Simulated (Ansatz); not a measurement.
# KCaCl₃: energy along a strain

KCaCl₃, Pm-3m, a = 5.306 Å. The structure is a Materials Project entry; whether it is the stable form wasn't checked. Ansatz: PBEsol, PAW, 420 eV, Γ-centred 4×4×4 mesh on 5 atoms, Gaussian smearing 0.05 eV; no spin polarisation. Cell vectors (Å): 5.306 0.000 0.000; 0.000 5.306 0.000; 0.000 0.000 5.306. The cell is strained by x per cent times the pattern (1 -1 0 0 0 0) in the order xx yy zz yz xz xy (engineering shears), with fractional coordinates held. y is the free energy over the start, V0 = 29.873 Å³/atom. Symmetry makes y even in x.

```tsv
x (%)	y (meV/atom)
-6.00	?
-3.00	9.03
0.00	0.00
0.75	0.56
1.50	2.24
2.25	5.05
3.75	14.19
4.50	20.58
5.25	28.26
```

Q: Fit y = c2 x² + c4 x⁴ to the other rows, get the stiffness along the pattern, and predict the missing energy.

A: Least squares on the rows shown. y = 0.99210 x² + 0.0012032 x⁴. The clamped-ion stiffness p·C·p = 2 × 9.921 eV × 160.2 / 29.873 Å³ = 106 GPa. At x = -6.00 the fit asked for gives 37.27 meV/atom. The run gave 37.27 meV/atom, the same to the digits shown.

Symmetry holds off the tilts and polar distortions that many cubic perovskites undergo.

Cost: 9 runs of about 1.8 core-minutes in all, on Intel Xeon Processor @ 2.50GHz (Skylake/Cascade Lake) (shared hosts).